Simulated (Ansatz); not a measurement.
Values for one crystal, relaxed and computed with DFT-r²SCAN+D4 in the program Ansatz with PAW potentials; other levels are named.

| Quantity | Value |
|---|---|
| Volume per atom | 11.30 Å³ |
| Band gap | 1.83 eV (indirect) |
| Conduction-band minimum | at B (k = 0.000, 0.000, 0.500 in fractions of the reciprocal vectors) |
| Mechanical stability | stable (all eigenvalues of C positive) |
| Highest zone-centre frequency (without LO–TO term) | 1112 cm^-1 |
| HSE06 gap on the r²SCAN+D4 cell | 2.92 eV |
| Poisson's ratio | 0.20 |

**Question.** Pick the material that matches.
A. LaBiS2O, P4/nmm (Pearson symbol tP10)
B. ScBeNO, P3m1 (Sc on 1b, Be on 1c, O on 1b, N on 1c)
C. V2O5, P2_1/m (Pearson symbol mP14)
D. In2O3, La2O3 or Ni2Al3 type

**Answer.** C, V2O5, P2_1/m (Pearson symbol mP14)

The first step of the workflow began from a Materials Project structure, measured or hypothetical; the Crystallography Open Database copy checked does not list it. COD files the formula under space group No. 31, 59. Whether it is the stable phase at ambient conditions was not checked. The r²SCAN+D4 relaxation kept the symmetry of its start; whether a distortion lowers the energy is not shown. The run is not spin-polarised. No Hubbard U is applied.

Potentials: the earlier of the program's two PAW sets. The files were generated under PBE; for other functionals the program regenerates the frozen cores, and for LDA and PBEsol the local potential too.
